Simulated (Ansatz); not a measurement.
Rb:
```xyz
4
Lattice="4.9829 0.0000 0.0000 -2.4914 4.3153 0.0000 0.0000 0.0000 16.1020" Properties=species:S:1:pos:R:3 pbc="T T T"
Rb     0.0000     0.0000     0.0000
Rb     0.0000     0.0000     8.0510
Rb     0.0000     2.8769    12.0765
Rb     2.4914     1.4384     4.0255
```

Relaxed with PBEsol. Special points in fractions of this cell's reciprocal vectors: Γ (0.000, 0.000, 0.000); M (0.500, 0.000, 0.000); K (0.333, 0.333, 0.000); A (0.000, 0.000, 0.500); L (0.500, 0.000, 0.500); H (0.333, 0.333, 0.500).

List the band energies nearest the Fermi level at these points for PBEsol in the plane-wave PAW code Ansatz.

In eV from the Fermi level; about four levels below and three above (degenerate sets whole), none deeper than 8.9 eV; points with the same levels are listed once.

```tsv
k	below	above
Γ	-2.03 -1.32 -1.32	0.17 0.74 2.38
M	–	0.07 0.23 0.41
K	–	0.76 0.76 0.76
A	-1.84 -1.84 -0.54 -0.54	1.47 1.47 3.25 3.25
L	–	0.16 0.16 0.39 0.39
H	–	0.86 0.86 0.88 0.88
```

Space group P6_3/mmc (dhcp (α-La type)). The first step of the workflow began from a Materials Project structure, measured or hypothetical; the Crystallography Open Database copy checked does not list it. It is not the phase usual at ambient conditions (space group No. 229). The cell was relaxed with PBEsol under the symmetry of its start; its stability against distortions is not shown here. Scalar-relativistic: spin–orbit coupling is off unless named, which matters more the heavier the elements.

Potentials: the earlier of the program's two PAW sets.
